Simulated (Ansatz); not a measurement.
The end of the path is a generated cell of AlIr: the first start was made by a random draw of sites in a space group, and the end was not matched to a known phase here, so it may be hypothetical.

A geometry of AlIr away from equilibrium: step 18 of the relaxation of a randomly generated symmetric cell of AlIr (space group No. 186). Level of theory: PBE (plane waves to 420 eV, PAW, scalar-relativistic; Ansatz, a program for electronic structure). Γ-centred k-mesh 16×16×3 on the run's cell (coarser than for final values), Fermi–Dirac smearing 0.05 eV.

```
CELL_PARAMETERS angstrom
      2.80800     0.00000     0.00000
     -1.40400     2.43180     0.00000
      0.00000     0.00000     8.18647
ATOMIC_POSITIONS crystal
  Al 0.00000 0.00000 0.89732
  Al 0.00000 0.00000 0.39732
  Ir 0.33333 0.66667 0.64732
  Ir 0.66667 0.33333 0.14732
```

Problem. Which atoms carry the largest force, and which way does it point?

Solution. No atom: all forces are below 0.005 eV/Å; only the cell is out of equilibrium.

Problem. What is the pressure?

Solution. +5.1 GPa, compression positive.

Problem. How much energy per atom can still be gained by relaxing?

Solution. 0.02 eV/atom; the path ends in P6₃/mmc (No. 194) (NiAs type).

No spin polarisation in the result.

The run could not lose the symmetry of its start, so the end can be a saddle point.
